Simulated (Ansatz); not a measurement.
# Relativity and the crystal structure of Ta

All-electron LAPW in Ansatz 0.2.0 under LDA, no spin polarisation, energies at zero smearing. Each structure type is relaxed to zero pressure at each level of relativity. k spacings are near 0.16 Å⁻¹ and smearing is 0.05 eV. Energies count from fcc at the same level and carry up to 5 meV/atom of mesh noise; only these types were tried.

```tsv
level	V fcc (Å³/atom)	V bcc (Å³/atom)	V hcp (Å³/atom)	E bcc − E fcc (meV/atom)	E hcp − E fcc (meV/atom)
non-relativistic	18.47	?	18.39	-403	-63
scalar-relativistic	17.75	17.19	17.65	-292	18
with spin–orbit coupling	17.72	17.18	17.63	-274	22
```

**Question.** What belongs in the row "non-relativistic", column "V bcc (Å³/atom)"?

**Answer.** 17.80.

**Question.** Which type is lowest at each level, and how does relativity move the volume?

**Answer.** non-relativistic: bcc; scalar-relativistic: bcc; with spin–orbit coupling: bcc. The volume of bcc changes by -3.4 % from the first level to the second and by -0.1 % from the second to the third.
